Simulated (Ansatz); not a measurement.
Ga$_{3}$Mo:
```cif
data_Ga3Mo
_chemical_formula_sum 'Ga3 Mo1'
_space_group_name_H-M_alt 'Pm-3m'
_space_group_IT_number 221
_space_group_name_Hall '-P 4 2 3'
_cell_length_a 3.91030
_cell_length_b 3.91030
_cell_length_c 3.91030
_cell_angle_alpha 90.000
_cell_angle_beta 90.000
_cell_angle_gamma 90.000
loop_
_atom_site_label
_atom_site_type_symbol
_atom_site_symmetry_multiplicity
_atom_site_Wyckoff_symbol
_atom_site_fract_x
_atom_site_fract_y
_atom_site_fract_z
_atom_site_occupancy
Ga1 Ga 3 c 0.00000 0.50000 0.50000 1
Mo1 Mo 1 a 0.00000 0.00000 0.00000 1
```

Relaxed with PBEsol.

Q: Decompose the optical modes at the zone centre into irreducible representations, and say which are infrared and Raman allowed.

A: Point group m-3m: Γ_opt = 2T1u + T2u. Infrared: T1u. Raman: none.

Q: Assign frequencies (DFPT, the program Ansatz at the PBEsol level (PAW)).

A: T1u 100, T2u 145, T1u 215 cm⁻¹.

A made-up cell: these elements were put on the sites of a structure type; neither database checked (COD, Materials Project) lists it. Whether it is the stable phase at ambient conditions was not checked. The cell was relaxed with PBEsol under the symmetry of its start. At this level the phase is mechanically unstable. No spin polarisation was allowed. As this level gives no gap, phonon frequencies hold no LO–TO term and depend on the k-mesh and smearing (Fermi–Dirac, 0.1 eV here).

Potentials: the earlier of the program's two PAW sets. The files were generated under PBE; for other functionals the program regenerates the frozen cores, and for LDA and PBEsol the local potential too.
